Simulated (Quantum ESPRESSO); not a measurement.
B2SiO2N2, one run as intended and one with a planted mistake

Computed values, not a measurement. The program is pw.x of Quantum ESPRESSO 7.5 (plane-wave density functional theory). The cell is made up: 7 atoms on a wurtzite lattice with one site empty, with randomly drawn elements, strain and displacements, not relaxed. PseudoDojo standard norm-conserving files (v0.5 for PBE, v0.4.1 for LDA and PBEsol) set the functional; there is no spin polarisation, spin-orbit coupling or dispersion term, and the masses in the input are unused placeholders.

Intended input:

```
&control calculation='scf', pseudo_dir='./dojo.nc.sr.pbe.v0_5.standard.upf', outdir='./o', disk_io='medium', tprnfor=.true., tstress=.true. /
&system ibrav=0, nat=7, ntyp=4, nbnd=22, ecutwfc=84.00895049, nosym=.true., tot_charge=0,
 occupations='smearing', smearing='fd', degauss=0.0018374661
/
&electrons conv_thr=7.350e-09, electron_maxstep=60, /
ATOMIC_SPECIES
B 1.0 B.upf
N 1.0 N.upf
O 1.0 O.upf
Si 1.0 Si.upf
CELL_PARAMETERS angstrom
2.6635 0.022 0.0042
0.0381 4.6534 0.0209
0.0068 0.0197 4.4192
ATOMIC_POSITIONS angstrom
B 0.0142 0.1026 0.1421
B 1.4359 2.3884 0.0819
Si 0.0332 3.0482 2.148
O 0.0097 0.0105 1.693
N 1.3362 2.3267 1.8407
N 1.3355 0.7288 3.7068
O -0.0383 3.1728 3.8864
K_POINTS automatic
7 4 4 1 1 1
```

The log is shortened where brackets say so; the opening notice, blank lines, dates and the lines on written files are dropped, and the path of the files is cut. It prints rydbergs, bohrs and kilobars, and counts compression as positive stress. Where no state is partly filled, the Fermi energy that it prints is only some level between the filled and the empty states on the mesh, and need not lie in the true gap.

Log of the intended run:

```
     Program PWSCF v.7.5
     Parallel version (MPI & OpenMP), running on       1 processor cores
     Number of MPI processes:                 1
     Threads/MPI process:                     1
     [start-up lines left out]
     bravais-lattice index     =            0
     lattice parameter (alat)  =       5.0335  a.u.
     unit-cell volume          =     369.5935 (a.u.)^3
     number of atoms/cell      =            7
     number of atomic types    =            4
     number of electrons       =        32.00
     number of Kohn-Sham states=           22
     kinetic-energy cutoff     =      84.0090  Ry
     charge density cutoff     =     336.0358  Ry
     scf convergence threshold =      7.3E-09
     mixing beta               =       0.7000
     number of iterations used =            8  plain     mixing
     Exchange-correlation= PBE
                           (   1   4   3   4   0   0   0)
     [axes and pseudopotential details left out]
   Cartesian axes
     site n.     atom                  positions (alat units)
         1        B      tau(   1) = (   0.0053311   0.0385194   0.0533490  )
         2        B      tau(   2) = (   0.5390836   0.8966831   0.0307479  )
         3        Si     tau(   3) = (   0.0124644   1.1443936   0.8064292  )
         4        O      tau(   4) = (   0.0036417   0.0039420   0.6356073  )
         5        N      tau(   5) = (   0.5016530   0.8735190   0.6910587  )
         6        N      tau(   6) = (   0.5013902   0.2736153   1.3916534  )
         7        O      tau(   7) = (  -0.0143791   1.1911725   1.4590811  )
     number of k points=    56  Fermi-Dirac smearing, width (Ry)=  0.0018
                       cart. coord. in units 2pi/alat
        k(    1) = (   0.0707295   0.0706341   0.0749178), wk =   0.0357143
        k(    2) = (   0.0704975   0.0699592   0.2256042), wk =   0.0357143
     [further k points left out]
     Dense  grid:    38513 G-vectors     FFT dimensions: (  30,  54,  50)
     Estimated max dynamical RAM per process >      44.74 MB
     Initial potential from superposition of free atoms
     starting charge      31.9989, renormalised to      32.0000
     Starting wfcs are   28 randomized atomic wfcs
     total cpu time spent up to now is        5.7 secs
     per-process dynamical memory:    36.0 Mb
     Self-consistent Calculation
     iteration #  1     ecut=    84.01 Ry     beta= 0.70
     Davidson diagonalization with overlap
     ethr =  1.00E-02,  avg # of iterations =  3.0
     total cpu time spent up to now is       17.8 secs
     total energy              =    -127.12724778 Ry
     estimated scf accuracy    <       1.57597499 Ry
     iteration #  2     ecut=    84.01 Ry     beta= 0.70
     Davidson diagonalization with overlap
     ethr =  4.92E-03,  avg # of iterations =  3.1
     total cpu time spent up to now is       29.1 secs
     total energy              =    -126.93155827 Ry
     estimated scf accuracy    <       3.82582207 Ry
     [iterations 3 to 11 left out]
     iteration # 12     ecut=    84.01 Ry     beta= 0.70
     Davidson diagonalization with overlap
     ethr =  9.54E-11,  avg # of iterations =  3.7
     total cpu time spent up to now is      128.4 secs
     total energy              =    -127.82388745 Ry
     estimated scf accuracy    <       0.00000002 Ry
     iteration # 13     ecut=    84.01 Ry     beta= 0.70
     Davidson diagonalization with overlap
     ethr =  5.75E-11,  avg # of iterations =  2.0
     total cpu time spent up to now is      137.6 secs
     End of self-consistent calculation
     [lines on levels left out]
     the Fermi energy is    11.0589 ev
!    total energy              =    -127.82388745 Ry
     estimated scf accuracy    <          1.5E-10 Ry
     smearing contrib. (-TS)   =      -0.00000000 Ry
     internal energy E=F+TS    =    -127.82388745 Ry
     The total energy is F=E-TS. E is the sum of the following terms:
     one-electron contribution =      -7.00927773 Ry
     hartree contribution      =      25.22822706 Ry
     xc contribution           =     -37.14973696 Ry
     ewald contribution        =    -108.89309981 Ry
     convergence has been achieved in  13 iterations
     Forces acting on atoms (cartesian axes, Ry/au):
     atom    1 type  1   force =    -0.01000509    0.13892440   -0.02893278
     atom    2 type  1   force =    -0.02854507   -0.18346416    0.00676593
     atom    3 type  4   force =    -0.10530437    0.26917894    0.05840289
     atom    4 type  3   force =    -0.00339047   -0.10020994   -0.16848003
     atom    5 type  2   force =     0.12178059   -0.13582457   -0.27361137
     atom    6 type  2   force =     0.01250035    0.05966541    0.29910942
     atom    7 type  3   force =     0.01296406   -0.04827008    0.10674595
     Total force =     0.628785     Total SCF correction =     0.000006
     Computing stress (Cartesian axis) and pressure
          total   stress  (Ry/bohr**3)                   (kbar)     P=       86.34
   0.00279776  -0.00073151  -0.00002915          411.57     -107.61       -4.29
  -0.00073151  -0.00020582   0.00051965         -107.61      -30.28       76.44
  -0.00002915   0.00051965  -0.00083113           -4.29       76.44     -122.26
     init_run     :      5.47s CPU      5.58s WALL (       1 calls)
     electrons    :    122.74s CPU    131.92s WALL (       1 calls)
     forces       :      1.22s CPU      1.24s WALL (       1 calls)
     stress       :      6.11s CPU      6.16s WALL (       1 calls)
     [timing details left out]
     PWSCF        :   2m15.68s CPU   2m25.16s WALL
     JOB DONE.
```

A second run has one planted mistake: two atoms have their elements exchanged. The input lines that differ, file-writing options aside:

```
- N 1.3362 2.3267 1.8407
+ O 1.3362 2.3267 1.8407
- O -0.0383 3.1728 3.8864
+ N -0.0383 3.1728 3.8864
```

Its log:

```
     Program PWSCF v.7.5
     Parallel version (MPI & OpenMP), running on       1 processor cores
     Number of MPI processes:                 1
     Threads/MPI process:                     1
     [start-up lines left out]
     bravais-lattice index     =            0
     lattice parameter (alat)  =       5.0335  a.u.
     unit-cell volume          =     369.5935 (a.u.)^3
     number of atoms/cell      =            7
     number of atomic types    =            4
     number of electrons       =        32.00
     number of Kohn-Sham states=           22
     kinetic-energy cutoff     =      84.0090  Ry
     charge density cutoff     =     336.0358  Ry
     scf convergence threshold =      7.3E-09
     mixing beta               =       0.7000
     number of iterations used =            8  plain     mixing
     Exchange-correlation= PBE
                           (   1   4   3   4   0   0   0)
     [axes and pseudopotential details left out]
   Cartesian axes
     site n.     atom                  positions (alat units)
         1        B      tau(   1) = (   0.0053311   0.0385194   0.0533490  )
         2        B      tau(   2) = (   0.5390836   0.8966831   0.0307479  )
         3        Si     tau(   3) = (   0.0124644   1.1443936   0.8064292  )
         4        O      tau(   4) = (   0.0036417   0.0039420   0.6356073  )
         5        O      tau(   5) = (   0.5016530   0.8735190   0.6910587  )
         6        N      tau(   6) = (   0.5013902   0.2736153   1.3916534  )
         7        N      tau(   7) = (  -0.0143791   1.1911725   1.4590811  )
     number of k points=    56  Fermi-Dirac smearing, width (Ry)=  0.0018
                       cart. coord. in units 2pi/alat
        k(    1) = (   0.0707295   0.0706341   0.0749178), wk =   0.0357143
        k(    2) = (   0.0704975   0.0699592   0.2256042), wk =   0.0357143
     [further k points left out]
     Dense  grid:    38513 G-vectors     FFT dimensions: (  30,  54,  50)
     Estimated max dynamical RAM per process >      44.74 MB
     Initial potential from superposition of free atoms
     starting charge      31.9989, renormalised to      32.0000
     Starting wfcs are   28 randomized atomic wfcs
     total cpu time spent up to now is        4.0 secs
     per-process dynamical memory:    36.0 Mb
     Self-consistent Calculation
     iteration #  1     ecut=    84.01 Ry     beta= 0.70
     Davidson diagonalization with overlap
     ethr =  1.00E-02,  avg # of iterations =  3.0
     total cpu time spent up to now is       12.6 secs
     total energy              =    -127.33290466 Ry
     estimated scf accuracy    <       1.33736166 Ry
     iteration #  2     ecut=    84.01 Ry     beta= 0.70
     Davidson diagonalization with overlap
     ethr =  4.18E-03,  avg # of iterations =  3.0
     total cpu time spent up to now is       22.6 secs
     total energy              =    -127.26567492 Ry
     estimated scf accuracy    <       2.79046561 Ry
     [iterations 3 to 11 left out]
     iteration # 12     ecut=    84.01 Ry     beta= 0.70
     Davidson diagonalization with overlap
     ethr =  1.67E-10,  avg # of iterations =  3.0
     total cpu time spent up to now is       99.3 secs
     total energy              =    -127.90282563 Ry
     estimated scf accuracy    <          9.7E-09 Ry
     iteration # 13     ecut=    84.01 Ry     beta= 0.70
     Davidson diagonalization with overlap
     ethr =  3.03E-11,  avg # of iterations =  2.1
     total cpu time spent up to now is      103.8 secs
     End of self-consistent calculation
     [lines on levels left out]
     the Fermi energy is    11.0594 ev
!    total energy              =    -127.90282563 Ry
     estimated scf accuracy    <          3.0E-10 Ry
     smearing contrib. (-TS)   =       0.00000000 Ry
     internal energy E=F+TS    =    -127.90282563 Ry
     The total energy is F=E-TS. E is the sum of the following terms:
     one-electron contribution =      -7.02132957 Ry
     hartree contribution      =      25.18918381 Ry
     xc contribution           =     -37.15980753 Ry
     ewald contribution        =    -108.91087234 Ry
     convergence has been achieved in  13 iterations
     Forces acting on atoms (cartesian axes, Ry/au):
     atom    1 type  1   force =    -0.01497933    0.04748038   -0.13860778
     atom    2 type  1   force =    -0.06468631   -0.13214857   -0.20849280
     atom    3 type  4   force =    -0.08280366    0.29025214    0.15678549
     atom    4 type  3   force =    -0.00089302   -0.12793385   -0.13921108
     atom    5 type  3   force =     0.09631918   -0.12499747   -0.19597943
     atom    6 type  2   force =     0.01347208    0.09410800    0.33141624
     atom    7 type  2   force =     0.05357106   -0.04676063    0.19408936
     Total force =     0.680552     Total SCF correction =     0.000035
     Computing stress (Cartesian axis) and pressure
          total   stress  (Ry/bohr**3)                   (kbar)     P=       27.61
   0.00209014  -0.00057030  -0.00019200          307.47      -83.89      -28.24
  -0.00057030  -0.00084874   0.00046125          -83.89     -124.85       67.85
  -0.00019200   0.00046125  -0.00067838          -28.24       67.85      -99.79
     init_run     :      2.92s CPU      3.90s WALL (       1 calls)
     electrons    :     90.09s CPU     99.83s WALL (       1 calls)
     forces       :      0.81s CPU      0.84s WALL (       1 calls)
     stress       :      3.24s CPU      3.27s WALL (       1 calls)
     [timing details left out]
     PWSCF        :   1m37.21s CPU   1m48.21s WALL
     JOB DONE.
```

|  | intended run | run with the mistake |
| --- | --- | --- |
| free energy (eV) | -1739.133 | -1740.207 |
| smearing term -TS (eV) | 0.0000 | 0.0000 |
| pressure (GPa) | 8.63 | 2.76 |
| largest force component (eV/Å) | 7.690 | 8.521 |
| largest change of a force component (eV/Å) |  | 5.535 |
| iterations | 13 | 13 |

For scale, a rerun of the intended cell at 1437 eV and a 9 x 6 x 6 mesh moved values by no more than 0.002 eV in energy, 0.02 GPa in stress and 0.003 eV/Å in force.